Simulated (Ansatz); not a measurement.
V3Ge in space group Fm-3m (No. 225; Ge on 4a, V on 4b, V on 8c) under volume change, the program Ansatz at the r²SCAN level (PAW), scaled uniformly.

```
V (Å³/atom)  E − E(relaxed) (meV/atom)  P (GPa)
-----------  -------------------------  -------
12.250                            67.9    20.21
12.654                            27.5    12.05
13.057                               ?        ?
13.461                             0.0     0.00
13.865                             5.9    -4.41
14.269                            21.7    -7.87
14.673                               ?        ?
```

Question: Complete the blanks.

Answer: 
- 13.057, E − E(relaxed) (meV/atom): 6.2
- 13.057, P (GPa): 5.15
- 14.673, E − E(relaxed) (meV/atom): 41.8
- 14.673, P (GPa): -9.35

Question: What does a third-order Birch–Murnaghan fit give for V₀, B₀ and B′?

Answer: V₀ = 13.45 Å³/atom, B₀ = 156 GPa, B′ = 7.4.

The cell is a constructed one: a structure type filled with these elements; neither database checked (COD, Materials Project) lists it. COD files the formula under space group No. 223. Whether it is the stable phase at ambient conditions was not checked. The cell was relaxed with r²SCAN under the symmetry of its start, as lowered by the spin order; whether a distortion lowers the energy is not shown. The final state is ferrimagnetic, chosen from 2 collinear starts compared on coarse meshes (ties went to the first, and starts can fall back to one state), not a proven ground state. The program gave a warning on the electronic state, which may not be the lowest.

Potentials: the earlier of the program's two PAW sets.
